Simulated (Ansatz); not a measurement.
In2Te3 in space group Imm2 (No. 44; In on 4d, Te on 4d, Te on 2a), PBEsol in the plane-wave PAW code Ansatz. The conduction-band minimum lies at Γ, with 1 equivalent valley. Second derivatives d²E/dk² of the lowest band at one valley (eV·Å²), along Cartesian directions:

```csv
direction,d²E/dk²
[100],286.0
[010],103.1
[001],100.1
[110],194.9
[101],193.4
[011],101.6
```

**Question.** Find the principal effective masses, the density-of-states mass and the conductivity mass.

**Answer.** Off-diagonal terms follow from H_xy = H[110] − (H_xx + H_yy)/2, and m*/mₑ = 7.620 eV·Å² over each eigenvalue: 0.027, 0.074, 0.076. One valley's DOS mass (m₁m₂m₃)^(1/3) = 0.053, conductivity mass 3/(Σ 1/mᵢ) = 0.047 mₑ.

**Question.** What effective density of states Nc follows at 300 K for parabolic valleys?

**Answer.** Nc = 2.509e19 × 1 × (0.053)^(3/2) ≈ 3.1e17 cm⁻³.

The first step of the workflow began from a Materials Project structure, measured or hypothetical; the Crystallography Open Database copy checked does not list it. COD files the formula under space group No. 216, so this cell is another polymorph or a model. Whether it is the stable phase at ambient conditions was not checked. The PBEsol relaxation kept the symmetry of its start; its stability against distortions is not shown here. Spin–orbit coupling is left out wherever it is not named.

Potentials: the later of the program's two PAW sets.

Edges and masses are those of Kohn–Sham bands, whose gap is no quasiparticle gap.
